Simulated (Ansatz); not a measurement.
# Phonon spectrum of Zr3O

Computed with Ansatz 0.2.0, DFT PBEsol, scalar-relativistic, plane waves, PAW. Plane waves to 420 eV; Γ-centred k mesh 6×6×8; Fermi-Dirac smearing of 0.15 eV. No spin polarisation. Phonons by linear response, acoustic sum rule imposed.

Equilibrium structure at this level:
```
CELL_PARAMETERS angstrom
5.58350 0.00000 0.00000
-2.79175 4.83545 0.00000
0.00000 0.00000 5.16820
ATOMIC_POSITIONS crystal
Zr 0.34059 0.00000 0.00000
Zr 0.34059 0.34059 0.50000
Zr 0.00000 0.34059 0.00000
Zr 0.65941 0.00000 0.50000
Zr 0.65941 0.65941 0.00000
Zr 0.00000 0.65941 0.50000
O 0.33333 0.66667 0.25000
O 0.66667 0.33333 0.75000
```

In a metal, frequencies and elastic constants depend on the k mesh and the smearing, soft modes and shear constants most. A semilocal functional can close a gap that the real compound has.

Force constants from linear response on a 2×2×2 q mesh.

Path: Γ–M–K–Γ–A–L–H–A | L–M | H–K. Distance along the path (Å⁻¹), then the branches (cm⁻¹, negative for imaginary):
```
0.000  0 0 0 100 100 156 156 165 165 170 181 181 182 182 192 202 205 264 418 418 438 440 444 444
0.162  23 28 48 103 106 149 153 159 167 171 178 178 183 187 192 204 205 261 419 419 437 440 443 443
0.325  47 54 85 111 116 140 146 149 169 169 174 176 184 192 194 205 206 253 420 422 434 439 442 442
0.487  69 78 101 102 131 132 148 151 163 165 173 177 184 195 196 203 205 241 422 425 432 439 439 440
0.650  79 92 94 106 121 130 154 161 163 166 170 176 184 196 199 200 203 235 423 426 432 438 439 439
0.744  79 92 92 110 117 136 152 159 163 168 170 177 184 194 198 199 206 234 423 427 432 438 439 439
0.837  80 90 91 114 118 144 150 157 162 168 172 179 184 191 196 197 210 231 424 427 431 438 438 438
0.931  82 87 89 115 122 150 151 156 158 167 175 178 186 190 193 194 216 227 425 428 430 438 438 438
1.025  86 86 86 119 119 152 155 155 155 167 177 178 190 190 191 191 222 222 426 429 429 438 438 438
1.212  73 85 95 113 123 142 150 158 160 168 168 178 185 192 194 198 211 235 424 427 430 438 439 439
1.400  52 62 100 111 112 140 143 155 165 168 171 180 180 193 195 204 206 249 421 423 433 439 441 441
1.587  27 32 55 104 107 148 149 160 167 171 176 178 182 188 193 204 205 260 419 420 436 440 443 443
1.775  0 0 0 100 100 156 156 165 165 170 181 181 182 182 192 202 205 264 418 418 438 440 444 444
1.927  26 29 48 95 104 147 153 164 171 174 177 178 190 190 191 201 207 262 415 424 439 439 440 448
2.079  50 55 91 92 105 137 142 167 172 173 180 185 186 197 201 202 212 255 416 433 434 440 442 451
2.231  69 76 87 101 129 130 132 166 169 172 181 187 190 192 210 210 221 244 419 429 441 442 443 451
2.383  81 81 91 91 128 128 156 156 167 167 186 186 191 191 214 214 232 232 424 424 443 443 447 447
2.545  86 86 96 96 126 126 156 156 167 167 183 183 191 191 211 211 233 233 424 424 442 442 447 447
2.708  94 94 109 109 124 124 154 154 166 166 180 180 188 188 205 205 235 235 426 426 442 442 446 446
2.870  100 100 119 119 130 130 152 152 160 160 174 174 188 188 200 200 236 236 428 428 441 441 444 444
3.033  103 103 120 120 139 139 153 153 156 156 166 166 191 191 197 197 236 236 429 429 440 440 443 443
3.126  104 104 120 120 138 138 151 151 158 158 166 166 190 190 196 196 236 236 429 429 440 440 443 443
3.220  108 108 122 122 135 135 148 148 160 160 166 166 190 190 195 195 236 236 431 431 439 439 443 443
3.314  113 113 124 124 132 132 145 145 161 161 167 167 191 191 194 194 236 236 433 433 437 437 442 442
3.408  115 115 126 126 129 129 144 144 161 161 167 167 192 192 192 192 236 236 435 435 435 435 442 442
3.595  109 109 122 122 129 129 148 148 160 160 172 172 188 188 197 197 236 236 430 430 439 439 443 443
3.783  98 98 113 113 123 123 153 153 164 164 180 180 187 187 203 203 235 235 427 427 441 441 445 445
3.970  87 87 97 97 126 126 155 155 168 168 182 182 191 191 210 210 233 233 424 424 442 442 447 447
4.158  81 81 91 91 128 128 156 156 167 167 186 186 191 191 214 214 232 232 424 424 443 443 447 447
4.234  101 104 115 123 138 141 148 154 158 158 166 168 189 191 196 198 233 238 428 430 439 441 443 443
4.386  96 103 103 121 135 141 143 153 163 163 168 172 184 189 194 202 225 238 425 432 435 440 442 443
4.538  88 96 98 113 126 136 153 155 160 166 172 175 185 186 195 204 215 237 424 430 432 438 439 441
4.690  80 93 94 107 121 131 154 161 161 166 171 176 184 193 198 201 206 235 423 427 432 438 438 440
4.766  115 115 126 126 129 129 144 144 161 161 167 167 192 192 192 192 236 236 435 435 435 435 442 442
4.918  103 110 116 132 135 136 141 145 158 164 166 175 186 189 193 197 230 238 432 434 435 436 441 442
5.070  92 100 102 126 135 144 146 149 156 165 173 179 182 188 189 200 221 235 429 431 434 437 439 441
5.222  85 90 93 119 125 151 152 152 157 164 176 181 183 188 190 198 217 228 427 429 431 438 438 439
5.374  86 86 86 119 119 152 155 155 155 167 177 178 190 190 191 191 222 222 426 429 429 438 438 438
```

Cost: 1 run of about 23 core-minutes, on Intel Xeon 6975P-C (Granite Rapids) (shared hosts).